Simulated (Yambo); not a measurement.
A G0W0@PBEsol run in Yambo for BaTiO₃ (cubic perovskite, space group Pm-3m, No. 221) (4×4×4 Γ-centred k mesh, bands 2 to 125 and a 8 Ry block in the screening, 125 bands in G with the Bruneval-Gonze terminator, plasmon pole fitted at 27.2 eV) gives these matrix elements, in eV, at the band edges (R → Γ):

```csv
state,E0,<Vxc>,<Σx>,<Σc(E0)>,Z
valence edge,0.000,-19.704,-24.803,4.738,0.761
conduction edge,1.775,-18.708,-11.434,-5.790,0.776
```

Q: Solve the linearised quasiparticle equation for both states, give the gap, and say how exchange and correlation each act on it.

A: E = E0 + Z(Σx + Σc − Vxc). Valence: 0.000 + 0.761 × (-24.803 + (4.738) − (-19.704)) = -0.27 eV. Conduction: 1.775 + 0.776 × (-11.434 + (-5.790) − (-18.708)) = 2.93 eV. The gap is 3.20 eV, against 1.78 eV in PBEsol. Replacing Vxc by bare exchange alone would open it by 12.37 eV; correlation takes back 10.53 eV of that, and Z scales what is left. Nearest settings tried, and what they do to the gap: 51 bands in G: -48 meV. Not varied: bands in W, block, mesh. So the settings aren't converged at that level. The cell is held in this high symmetry; tilts and polar distortions were not searched.

Geometry of the Materials Project entry, not relaxed at this level; primitive cell a = b = c = 4.008 Å, α = β = γ = 90.00°.

This is not the ordinary phase of the substance.
